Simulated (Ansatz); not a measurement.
## Li2FeS2: pressure against volume

Li2FeS2, P-3m1, a = 3.732 Å, c = 6.037 Å. The structure is a Materials Project entry; whether it is the stable form wasn't checked. Ansatz: PBEsol, PAW, 420 eV, Γ-centred 12×12×6 mesh on 5 atoms, Gaussian smearing 0.10 eV; collinear spin, largest moment 3.4 μB. Shape and atoms are relaxed at each volume; pressure is positive in compression.

```tsv
V (Å³/atom)	P (GPa)
12.816	?
13.253	7.56
13.690	4.62
14.127	2.14
14.564	0.02
15.001	-1.78
15.438	-3.28
16.020	-4.84
```

Problem. Take V0 = 14.564 Å³/atom, count pressures from its P0 = 0.02 GPa, fit the third-order Birch–Murnaghan form to the other rows, and predict the missing pressure.

Solution. With the Eulerian strain f = ½[(V0/V)^(2/3) − 1] and y = (P − P0)/[3f(1 + 2f)^(5/2)], the form is the line y = B0 + 1.5 B0 (B0′ − 4) f. Rows (f, y): 0.03245, 66.2; 0.02106, 65.7; 0.01026, 65.5; -0.00976, 64.6; -0.01905, 63.6; -0.03077, 61.7. Means f = 0.0006983, y = 64.550; Σ(Δf)² = 0.003004, ΣΔfΔy = 0.1928; the slope is their ratio. y = 64.51 + 64.19 f GPa, so B0 = 64.5 GPa and B0′ = 4 + 2 × (64.19)/(3 × 64.51) = 4.66. At V = 12.816, f = 0.04449, y = 67.37 and P = 11.15 GPa. The run gave 11.00 GPa, so the fit is 0.15 GPa too high, 0.95 % of the span of the series, against an rms of 0.04 GPa on the fitted rows. The row lies outside the fitted range. A fourth-order term fitted to the same rows gives P = 10.86 GPa at this row's volume (the line 11.15, the run 11.00), no gain.

The cell holds one magnetic atom, so it can only be ferromagnetic; an antiferromagnetic order may lie lower.

Cost: 8 runs of about 6.9 core-minutes in all, on Intel Xeon 6975P-C (Granite Rapids) (shared hosts).